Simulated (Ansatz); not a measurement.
# 5 guesses for Zn2CdTe3 and where they end

Computed with Ansatz 0.2.0, DFT PBE, scalar-relativistic, plane waves, PAW. Settings: cutoff 420 eV, Γ-centred meshes spaced at most about 0.3 Å⁻¹, and about 0.25 Å⁻¹ or finer for metals (2π included), Gaussian smearing. No spin polarisation in the final relaxations.

Each guess was relaxed in cell and atoms at zero pressure, within the symmetry of its start. All energies are static (0 K, no zero-point motion). Coordination counts Te atoms around Cd and Zn (those within 1.25 times the shortest such distance or 1.15 times the sum of covalent radii; a plus sign parts nearer from farther groups; the shortest distance is added where it is long for a bond).

| guess | made from | start group | V start (Å³/atom) | end group | V end (Å³/atom) | coordination at the end | gap on mesh (eV) | E over the lowest end (meV/atom) |
| --- | --- | --- | --- | --- | --- | --- | --- | --- |
| 1 | random cell | I4/mmm | 27.0 | I4/mmm | 28.2 | Zn 5, Cd 12 from 3.9 Å | 0 | 54 |
| 2 | random cell | P4mm | 27.5 | P4mm | 36.5 | Zn 1+2, Cd 5 | 0 | 0 |
| 3 | random cell | R-3m | 32.0 | R-3m | 31.2 | Zn 3, Cd 6 | 0 | 115 |
| 4 | HoCo3Ni2 type | P6/mmm | 27.9 | P6/mmm | 29.2 | Zn 6, Cd 12 from 4.1 Å | 0 | 116 |
| 5 | random cell | P6/mmm | 32.1 | ? | ? | ? | ? | ? |

Guess 5 as it starts:

```xyz
6
Lattice="5.1083 0.0000 0.0000 -2.5542 4.4239 0.0000 0.0000 0.0000 8.5123" Properties=species:S:1:pos:R:3 pbc="T T T"
Zn    0.0000    0.0000    5.2542
Zn    0.0000    0.0000    3.2581
Cd    0.0000    0.0000    0.0000
Te    2.5542    0.0000    0.0000
Te   -1.2771    2.2120    0.0000
Te    1.2771    2.2120    0.0000
```

Question: Fill in the missing row: what does this guess relax into, and where does it rank?

Answer: It ends in space group P6/mmm (No. 191), with a = 6.413 Å, c = 7.749 Å, 46.0 Å³/atom and no gap. It lies 0.34 eV/atom over the lowest end, above guess 4 and so the highest of the set. Counting Te atoms around Cd and Zn, this end has Zn 6 from 4.1 Å, Cd 6 and the lowest (guess 2) has Zn 1+2, Cd 5.

Space group P6/mmm (No. 191). a = 6.413 Å, b = 6.413 Å, c = 7.749 Å, α = 90.00°, β = 90.00°, γ = 120.00°
| atom | site | symmetry | x | y | z |
| --- | --- | --- | --- | --- | --- |
| Zn | 2e | 6mm | 0.0000 | 0.0000 | 0.6613 |
| Cd | 1a | 6/mmm | 0.0000 | 0.0000 | 0.0000 |
| Te | 3f | mmm | 0.5000 | 0.0000 | 0.0000 |

Energies over the elements count from the elements' standard structures at the same level, with no fitted energy shifts.

Question: Is the lowest end bound against the elements?

Answer: No: its formation energy is +0.06 eV/atom. A positive value: parting into the elements would lower its energy.

The k mesh leaves some 4 meV/atom of noise in the energy of each metallic cell. These runs have no spin–orbit coupling, which can matter for Te. The reference form of Te is held partly by dispersion forces, which this level lacks. Cells relaxed within their symmetry can be saddle points. A lower structure may well exist outside this small set. Some types were kept out of the candidates beforehand, so the set may lack a known form.
